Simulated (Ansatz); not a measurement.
Ti (hcp, Mg type)

```
Ti
1.0
    2.93627     0.00000     0.00000
   -1.46813     2.54288     0.00000
    0.00000     0.00000     4.63716
Ti
2
Direct
  0.33333   0.66667   0.75000
  0.66667   0.33333   0.25000
```

The slice is a (0001) plane (indices of the conventional cell) through the point (0.667, 0.333, 0.250) (fractional), spanned by u = [110] and v = [1 -1 0] in vectors of this cell: u (2.94 Å) and v (5.09 Å, at 90° to u). It covers one period; positions are fractions (u, v).

The numbers are results of r2SCAN (plane waves to 500 eV, PAW, scalar-relativistic; Ansatz, a first-principles code), not measurements. k mesh 18×18×10. These are valence fields of a PAW run, semicore shells included where kept as valence: close to a nucleus they are smooth pseudo fields. The PAW data are Ansatz's earlier set. Ti is run without spin polarisation. Ti was relaxed with its symmetry unable to fall.

Q: What is the valence density on the shortest Ti–Ti line in this plane (2.94 Å), at its midpoint?

A: 0.19 e/Å³.

Q: What is the ELF at the midpoint of the shortest Ti–Ti line in this plane (2.94 Å)?

A: 0.28.

Q: Predict the map of the electrostatic potential energy of an electron, from the cell's mean on the slice.

A: 
```
|xxxxxxxxxxxxxx2255665522xxxxxxxxxxxx|
|xxxxxxxxxxxx00336666663300xxxxxxxxxx|
|xxxxxxxxxxxx00446677664400xxxxxxxxxx|
|xxxxxxxxxx003355778877553300xxxxxxxx|
|xxxxxxxx0022556688888866552200xxxxxx|
|xxxx000022446677888888776644220000xx|
|222233445566667777777777666655443322|
|666666666666665555555555666666666666|
|888888776655442211111122445566778888|
|9999887755330000xxxxxx00003355778899|
|999988663300xxxxxxxxxxxxxx0033668899|
|9988774400xxxxxxxxxxxxxxxxxx00447788|
|88885511xxxxxxxxxxxxxxxxxxxxxx115588|
|77774400xxxxxxxxxxxxxxxxxxxxxx004477|
|776633xxxxxxxxxxxxxxxxxxxxxxxxxx3366|
|665522xxxxxxxxxxxxxxxxxxxxxxxxxx2255|
|665522xxxxxxxxxxxxxxxxxxxxxxxxxx2255|
|66663300xxxxxxxxxxxxxxxxxxxxxx003366|
|77664400xxxxxxxxxxxxxxxxxxxxxx004466|
|8877553300xxxxxxxxxxxxxxxxxx00335577|
|888866552200xxxxxxxxxxxxxx0022556688|
|8888776644220000xxxxxx00002244667788|
|777777666655443322222233445566667777|
|555555666666666666666666666666665555|
|111122445566778888888888776655442211|
|xxxx000033557788999999887755330000xx|
|xxxxxxxx0033668899999988663300xxxxxx|
|xxxxxxxxxx004477889988774400xxxxxxxx|
|xxxxxxxxxxxx11558888885511xxxxxxxxxx|
|xxxxxxxxxxxx00447777774400xxxxxxxxxx|
|xxxxxxxxxxxxxx3366776633xxxxxxxxxxxx|
|xxxxxxxxxxxxxx2255665522xxxxxxxxxxxx|
```
Scale: ten equal steps from 1.00 (start of '0') to 9.46 (end of '9'), in the order '0123456789'. Values: electrostatic potential energy of an electron, from the cell's mean, in eV. The map has 18 points along u (two characters each, u = 0 at the left) and 32 along v (v = 0 in the bottom row). Points within 1 Å of a nucleus are blanked (x), as the pseudised field means little there. Values under 1 eV are set to 1. The zero, the cell's mean, hangs on the PAW cores.
